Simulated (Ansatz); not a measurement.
# Frozen-phonon scan for BaHfO3 (cubic perovskite)

BaHfO3 (cubic perovskite)

```yaml
crystal:
  lattice:
    - [8.41234, 0.00000, 0.00000]
    - [4.20617, 4.20617, 0.00000]
    - [0.00000, 0.00000, 4.20617]
  atoms:
    - { symbol: Ba, position: [0.00000, 0.00000, 0.00000] }
    - { symbol: Ba, position: [0.50000, 0.00000, 0.00000] }
    - { symbol: Hf, position: [0.00000, 0.50000, 0.50000] }
    - { symbol: Hf, position: [0.50000, 0.50000, 0.50000] }
    - { symbol: O, position: [0.75000, 0.50000, 0.50000] }
    - { symbol: O, position: [0.25000, 0.50000, 0.50000] }
    - { symbol: O, position: [0.00000, 0.50000, 0.00000] }
    - { symbol: O, position: [0.50000, 0.50000, 0.00000] }
    - { symbol: O, position: [0.25000, 0.00000, 0.50000] }
    - { symbol: O, position: [0.75000, 0.00000, 0.50000] }
```

The atoms are displaced by Q × the pattern below (from a DFPT mode at M = (0.5, 0.5, 0.0), largest move 1; Q in Å), at fixed cell. It is one choice among 3 degenerate patterns. (q is in reciprocal vectors of the primitive cell; the cell shown is doubled to hold the pattern.)

| atom | x | y | z |
|---|---|---|---|
| Ba1 | 0.000 | 0.000 | 1.000 |
| Ba2 | 0.000 | 0.000 | -1.000 |

Atoms not listed stay in place.

Method: PBE (plane waves to 420 eV, PAW, scalar-relativistic; Ansatz, a first-principles code). k mesh 8×8×8 (Γ-centred), Fermi-Dirac smearing 0.05 eV. The energy includes the smearing's −TS. Compression counts positive. BaHfO3 is run without spin polarisation. BaHfO3 was relaxed with its symmetry unable to fall. Spin-orbit coupling is left out, though Hf is heavy. The zero of ΔE is the undisplaced structure.

```csv
Q (Å),ΔE (meV/cell),−dE/dQ from forces (eV/Å),P (GPa)
-0.100,31.0,0.625,0.17
-0.083,21.5,0.518,0.12
-0.067,13.7,0.413,0.07
-0.050,7.7,0.309,0.04
-0.033,3.4,0.206,0.02
-0.017,0.9,0.103,0.01
0.000,0.0,0.000,0.00
0.017,0.9,-0.103,0.01
0.033,3.4,-0.206,0.02
0.050,7.7,-0.309,0.04
0.067,13.7,-0.413,0.07
0.083,21.5,-0.518,0.12
0.100,31.0,-0.625,0.17
```

Read from the data:

The energy at Q = 0.100 Å is 31.0 meV/cell. Space group of the distorted cell: P4/nmm (No. 129), lowered from Pm-3m. Symmetry of the curve: even: the same for both signs. Shape of the curve: a single well with its minimum at or next to zero displacement. Harmonic wavenumber from the curvature (finite differences): 78 cm⁻¹. Wavenumber by perturbation theory (DFPT, on another k mesh): 78 cm⁻¹.

The 13 points together took around 7 core-minutes (rough).

(For displaced atoms, the force is minus the slope of the energy, and its curvature is a force constant, which sets phonon frequencies.)
